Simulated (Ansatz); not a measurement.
# Stiffness of LaAs from strained cells

```xyz
2
Lattice="0.0000 3.0625 3.0625 3.0625 0.0000 3.0625 3.0625 3.0625 0.0000" Properties=species:S:1:pos:R:3 pbc="T T T"
La    0.0000    0.0000    0.0000
As    3.0625    3.0625    3.0625
```

Atom numbers follow the list: La1, As2.

The cell is COD entry 9008656, as deposited and not checked against the literature; nothing was relaxed.

No spin–orbit coupling, which matters for the heavy atoms here.

The calculation used DFT, PBEsol, all-electron LAPW, scalar-relativistic (Ansatz 0.2.0).

Numerical set-up: a Γ-centred 12×12×12 k mesh, Fermi–Dirac smearing of 0.05 eV, basis error target 1 meV/atom, no spin polarisation.

The unstrained cell is at -0.49 GPa. Large strains and very small stresses are left out. Each strain is applied once, with fractional coordinates held (clamped ions), and σ below is the change of stress, positive in tension. One finite strain gives stress–strain coefficients at this pressure with an error of the order of the strain times third-order constants, a few per cent for each per cent of strain. In a metal the k mesh adds noise of tens of per cent to soft shears.

(1) Estimate the stiffness probed by this change, and the stress that it gives: equal xy, yz and zx engineering shear strains of -1 %.

(2) Estimate the stiffness probed by this change, and the stress that it gives: equal xy, yz and zx engineering shear strains of +1 %.

(3) The two estimates of C44 (clamped ions) differ. Why, and which value is best?

## Answers

(1) σxy = -0.28 GPa and γxy = 2εxy = -0.0100, so C44 (clamped ions) = σxy/γxy = 28 GPa.

(2) σxy = 0.29 GPa and γxy = 2εxy = 0.0100, so C44 (clamped ions) = σxy/γxy = 29 GPa.

(3) Finite strains add third-order terms, and in a metal the k mesh adds noise; two strains on one mesh can't tell these apart, so neither value is shown to be the better.
